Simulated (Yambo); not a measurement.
MgH₂ (rutile, space group P4_2/mnm, No. 136), G0W0@PBEsol in Yambo with this input:

```
rim_cut
gw0
dyson
el_el_corr
HF_and_locXC
ppa
em1d
RandQpts= 1000000
RandGvec= 1 Ry
EXXRLvcs= 84 Ry
VXCRLvcs= 336 Ry
Chimod= "HARTREE"
% BndsRnXp
 9 | 111 |
%
NGsBlkXp= 8 Ry
% LongDrXp
 1.0 | 1.0 | 1.0 |
%
PPAPntXp= 27.2114 eV
% GbndRnge
 1 | 111 |
%
GTermKind= "BG"
DysSolver= "n"
ExtendOut
```

On a 4×4×6 mesh, with wavefunctions cut at 84 Ry, the gap ((0, 0.25, 0) → A) is 5.951 eV and the valence edge shifts by -1.363 eV.

What happens with this change: no random integration?

The gap falls by 0.046 eV, to 5.905 eV; the shift of the valence edge becomes -1.218 eV. Neither run is shown to be the converged limit. The mesh misses a band edge: along a dense path the PBEsol gap is 3.53 eV against 3.74 eV on the mesh.

Geometry of the Materials Project entry, not relaxed at this level; primitive cell a = 4.477 Å, b = 4.477 Å, c = 2.993 Å, α = 90.00°, β = 90.00°, γ = 90.00°.

A shift is the quasiparticle energy of the state minus its PBEsol energy.
